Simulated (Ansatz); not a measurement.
ZrIr2:
```xyz
6
Lattice="0.0000 3.6924 3.6924 3.6924 0.0000 3.6924 3.6924 3.6924 0.0000" Properties=species:S:1:pos:R:3 pbc="T T T"
Zr     3.6924     3.6924     3.6924
Zr     5.5386     5.5386     5.5386
Ir     0.9231     0.9231     0.9231
Ir     0.9231     2.7693     2.7693
Ir     2.7693     2.7693     0.9231
Ir     2.7693     0.9231     2.7693
```

Relaxed with r²SCAN. Special points in fractions of this cell's reciprocal vectors: Γ (0.000, 0.000, 0.000); X (0.500, 0.000, 0.500); U (0.625, 0.250, 0.625); K (0.375, 0.375, 0.750); L (0.500, 0.500, 0.500); W (0.500, 0.250, 0.750).

**Question.** List the band energies nearest the Fermi level at these points for DFT-r²SCAN with spin–orbit coupling in the program Ansatz with PAW potentials.

**Answer.** In eV from the Fermi level; about four levels below and three above (degenerate sets whole), none deeper than 8.9 eV; points with the same levels are listed once.

| k | below | above |
|---|---|---|
| Γ | -0.80 -0.80 -0.80 -0.80 -0.61 -0.61 | 0.84 0.84 1.55 1.55 |
| X | -0.06 -0.06 -0.06 -0.06 | 1.44 1.44 1.44 1.44 |
| U | -0.56 -0.56 -0.20 -0.20 | 0.33 0.33 0.59 0.59 |
| L | -0.30 -0.30 -0.08 -0.08 | 0.06 0.06 0.37 0.37 |
| W | -0.30 -0.30 -0.23 -0.23 | 0.47 0.47 0.72 0.72 |

Space group Fd-3m (cubic Laves (MgCu2 type)). The workflow started from an entry of the Crystallography Open Database (COD). Whether it is the stable phase at ambient conditions was not checked. The cell was relaxed with r²SCAN under the symmetry of its start; its stability against distortions is not shown here. The run is not spin-polarised.

Potentials: the later of the program's two PAW sets.
